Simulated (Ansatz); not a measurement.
Ansatz input file:

```yaml
crystal:
  lattice:
    - [4.1641, 0.0, 0.0]
    - [0.0, 4.1641, 0.0]
    - [0.0, 0.0, 4.1641]
  atoms:
    - { symbol: "Y", position: [0.0, 0.0, 0.0] }
    - { symbol: B, position: [0.5, 0.5, 0.5] }
    - { symbol: Rh, position: [0.0, 0.5, 0.5] }
    - { symbol: Rh, position: [0.5, 0.0, 0.5] }
    - { symbol: Rh, position: [0.5, 0.5, 0.0] }
basis:
  ecutwfc: 420
kpoints:
  mp_grid: { grid: [8, 8, 8] }
hamiltonian:
  xc: pbesol
scf:
  occupations: { method: gaussian, width: 0.1 }
output:
  forces: true
  stress: true
  eigenvalues: true
  populations: true
```

Launched with
```bash
ansatz run input.yaml --threads 1 --pin off --max-ram 2560MiB --backend cpu --events-out ev --progress --plain --runs-dir out
```

The calculation used DFT PBEsol, scalar-relativistic, plane waves, PAW (Ansatz 0.2.0).

Part of what the program printed, abridged:

```
Pseudopotentials: kind: paw
Pseudopotential: Y, paw, valence charge 11, recommended cutoff 420 eV (normal)
Pseudopotential: B, paw, valence charge 3, recommended cutoff 420 eV (normal)
Pseudopotential: Rh, paw, valence charge 17, recommended cutoff 420 eV (normal)
Functional definition: PBEsol
Crystal: 5 atoms, lattice volume = 72.204 Å³
Basis set: ecut = 420 eV, 1365 PW (Γ), exchange–correlation on 60×60×60 points (8 copies of the dense FFT grid, shifted against one another)
Bands: 39, of which v1, the nominal top of the filled ones, is band 33 counted from 1 (32 counted from 0)
Symmetry: 48 space group operations
Space group: Pm-3m (ITA 221), of the structure as read, at distance tolerance 4.2e-5 Å
k-points: 35 of 512
Initial density: superposition of atomic densities (neutral atoms: chi_scale 0, normalization atom), corrected by the library's trained network
Initial wavefunctions: pseudopotential atomic-orbital guess
Functional: x = pbesol(κ = 0.804, μ = 0.12345679), c = pbesol(β = 0.046)
SCF iter   1: F=—  HF=-22967.885459 eV  |F-HF|=—  |Δ(HF+E_count)|=         —  Δρ=6.84e-3  dr2=3.53e-2  ethr=1.77e-3  ⟨swp⟩=5.5  Hψ=4730  notcnv=0
SCF iter   2: F=—  HF=-22967.881821 eV  |F-HF|=—  |Δ(HF+E_count)|=   3.64e-3  Δρ=3.11e-3  dr2=7.92e-3  ethr=5.44e-5  ⟨swp⟩=1.6  Hψ=1768  notcnv=0
SCF iter   3: F=—  HF=-22967.880299 eV  |F-HF|=—  |Δ(HF+E_count)|=   1.52e-3  Δρ=6.68e-4  dr2=5.06e-4  ethr=1.22e-5  ⟨swp⟩=2.0  Hψ=1773  notcnv=0
SCF iter   4: F=—  HF=-22967.880194 eV  |F-HF|=—  |Δ(HF+E_count)|=   1.06e-4  Δρ=1.31e-4  dr2=2.49e-5  ethr=7.78e-7  ⟨swp⟩=2.0  Hψ=1817  notcnv=0
SCF iter   5: F=—  HF=-22967.880224 eV  |F-HF|=—  |Δ(HF+E_count)|=   3.00e-5  Δρ=4.46e-5  dr2=2.54e-6  ethr=3.83e-8  ⟨swp⟩=2.0  Hψ=1686  notcnv=0
SCF iter   6: F=-22967.880223 eV  HF=-22967.880223 eV  |F-HF|=1.80e-8  |Δ(HF+E_count)|=   7.56e-7  Δρ=9.08e-6  dr2=3.81e-8  ethr=1.54e-10  ⟨swp⟩=6.4  Hψ=5842  notcnv=0
SCF 1 converged in 6 iterations: F = -22967.880223 eV  dr2 = 3.81e-8
SCF converged after 6 iterations
Free energy (F): -22967.880223 eV
Harris-Foulkes:  -22967.880223 eV  (|F-HF|=1.80e-8)
Internal energy: -22967.860244 eV  (E = F + TS)
E sigma→0 (E₀):  -22967.870233 eV
Entropy (-TS):   -0.019979 eV (-3.996 meV/atom)
Fermi energy:    17.547512 eV
--- Per-component energies (eV) ---
  E_band       = -466.911619
  E_kinetic    = 2081.317324
  E_local      = -6235.539157  (includes V_loc(G=0)·N_el)
  E_nonlocal   = 1135.423079
  E_hartree    = 2251.186420
  E_xc         = -868.624533
  E_vxc        = -1074.235260  (∫ρ·V_xc dr)
  E_paw        = -13422.771937  (= ΣΔE_a)
  E_vpaw       = -876.237329  (= ΣTr[D̂ρ^β])
  E_aug_tail   = 0.002563  (compensation charges beyond the density's cutoff)
  E_ewald      = -7909.846086
  E_core_change = 0.992083  (= ΣΔE_core)
  E_smearing   = -0.019979  (= −TS)
--- Forces (eV/Å), atoms counted from 1 ---
  atom   1  Y      0.00000000     0.00000000     0.00000000
  atom   2  B      0.00000000     0.00000000     0.00000000
  atom   3  Rh     0.00000000     0.00000000     0.00000000
  atom   4  Rh     0.00000000     0.00000000     0.00000000
  atom   5  Rh     0.00000000     0.00000000     0.00000000
--- Stress (GPa, compression-positive) ---
       -2.071972       0.000000       0.000000
        0.000000      -2.071972       0.000000
        0.000000       0.000000      -2.071972
  P = ⅓ Tr σ = -2.0720 GPa (-20.720 kbar)
--- Band table (eV; the first three rows and the last of 35) ---
  k-point 0: bands = ["-60.5405", "-60.5041", "-60.5041", "-28.7994", "-28.7994", "-28.7994", "-28.3060", "-28.3060", "-28.3060", "-28.2977", "-28.2977", "-28.2977", "-23.8385", "-3.9184", "-3.9184", "-3.9184", "7.4261", "12.3051", "13.1549", "13.1549", "13.1549", "13.2496", "13.2496", "15.7478", "15.7478", "15.7478", "16.2838", "16.2838", "16.8628", "16.8628", "16.8628", "17.8334", "17.8396", "17.8396", "17.8396", "21.3485", "21.3485", "23.6514", "23.6514"]
  k-point 1: bands = ["-60.5393", "-60.5054", "-60.5041", "-28.7977", "-28.7977", "-28.7961", "-28.3103", "-28.3066", "-28.3066", "-28.2988", "-28.2988", "-28.2980", "-23.8367", "-3.9368", "-3.9205", "-3.9205", "7.5504", "12.4507", "13.2099", "13.2186", "13.2186", "13.3504", "13.3773", "15.3621", "15.6638", "15.7695", "15.7695", "16.2908", "16.4245", "16.4245", "17.1804", "17.7204", "17.8399", "18.3269", "18.3269", "21.2805", "21.5601", "22.9707", "22.9707"]
  k-point 2: bands = ["-60.5359", "-60.5088", "-60.5041", "-28.7937", "-28.7937", "-28.7879", "-28.3210", "-28.3089", "-28.3089", "-28.3006", "-28.3006", "-28.2988", "-23.8323", "-3.9809", "-3.9257", "-3.9257", "7.8916", "12.8278", "13.3597", "13.4013", "13.4013", "13.5977", "13.7324", "14.1074", "15.4447", "15.5189", "15.5189", "16.1425", "16.1425", "16.2991", "16.9623", "17.3988", "17.8406", "18.9929", "18.9929", "21.1033", "21.9053", "22.0205", "22.0205"]
  k-point 34: bands = ["-60.5163", "-60.5163", "-60.5163", "-28.9665", "-28.6782", "-28.6782", "-28.4021", "-28.4021", "-28.4021", "-28.2286", "-28.2286", "-28.2286", "-23.8291", "-3.9799", "-3.9799", "-3.9799", "11.0402", "11.0402", "11.0402", "11.6793", "13.6691", "14.6056", "14.6056", "14.6056", "15.1076", "15.1076", "15.1076", "16.2858", "16.2858", "17.6724", "17.6724", "17.6724", "19.0821", "19.0821", "19.0821", "19.7974", "19.7974", "19.7974", "23.2495"]
--- Löwdin populations: 5 sites ---
  site symbol q [e]
     0      Y     10.7175
     1      B      3.6907
     2     Rh     16.7759
     3     Rh     16.7759
     4     Rh     16.7759
  spilling = 0.004062 (of n_electrons = 65.000000)
```

The run converged.

The run took 6.4 s on 1 thread of Arm Neoverse V1, on a shared host, peak memory 0.38 GiB.